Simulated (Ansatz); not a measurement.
# Slab of fcc Ni (100), 5 layers

The slab is cut from the fcc crystal, the stable phase, as relaxed on PAW files (10.04 Å³/atom), with 16 Å of vacuum and a dipole correction:

```yaml
crystal:
  lattice:
    - [2.42184, 0.00000, 0.00000]
    - [0.00000, 2.42184, 0.00000]
    - [0.00000, 0.00000, 22.85000]
  atoms:
    - { symbol: Ni, position: [0.00000, 0.00000, 0.35011] }
    - { symbol: Ni, position: [0.50000, 0.50000, 0.42505] }
    - { symbol: Ni, position: [0.00000, 0.00000, 0.50000] }
    - { symbol: Ni, position: [0.50000, 0.50000, 0.57495] }
    - { symbol: Ni, position: [0.00000, 0.00000, 0.64989] }
```

All numbers are LDA results (scalar-relativistic) from Ansatz 0.2.0, with a Γ-centred 17×17×1 k mesh, Fermi–Dirac smearing of 0.1 eV, spin-polarised from start moments Ni1 1, Ni2 1, Ni3 1, Ni4 1, Ni5 1 μB. Methods: LAPW: all electrons, basis error target 1 meV/atom; PAW: frozen-core files, cutoff 420 eV.

The bulk energy comes from a cell in the slab's orientation on a 17×17×12 mesh. The surface energy is (E(slab) − N·E(bulk))/2A at zero smearing, the mean of both faces; thin slabs carry quantum-size effects.

The magnetic state is the one reached from the start moments; other orders weren't searched. The PAW files were made under PBE.

Task: As cut, the LAPW slab lies 2.149 eV above 5 atoms of bulk. What surface energy is that?

Result: Over two faces of 5.87 Å² it is 183.2 meV/Å², and times 16.02 J/m² per eV/Å² that gives γ = 2.934 J/m².

Task: What do relaxation and the other method give, and what work function comes out?

Result: 

```json
{"method": "LAPW", "γ as cut (J/m²)": "2.934", "γ relaxed (J/m²)": "2.898", "Φ as cut (eV)": "5.33", "Φ relaxed (eV)": "5.33"}
{"method": "PAW", "γ as cut (J/m²)": "2.934", "γ relaxed (J/m²)": "2.898", "Φ as cut (eV)": "5.33", "Φ relaxed (eV)": "5.33"}
```

Task: How do the spacings between the planes relax?

Result: From the bottom face up: d12 -3.5 % of 1.712 Å, d23 +0.7 % of 1.712 Å, d34 +0.7 % of 1.712 Å, d45 -3.5 % of 1.712 Å.

Task: How do the moments vary through the slab?

Result: Ni1 0.70, Ni2 0.61, Ni3 0.61, Ni4 0.61, Ni5 0.70 μB in the LAPW spheres; the bulk has Ni 0.59 μB.

Task: What changes if the vacuum is set to 13 Å?

Result: LAPW then gives: no gap, work function 5.33 eV; PAW: no gap, work function 5.33 eV. The program warns that the vacuum is too thin.
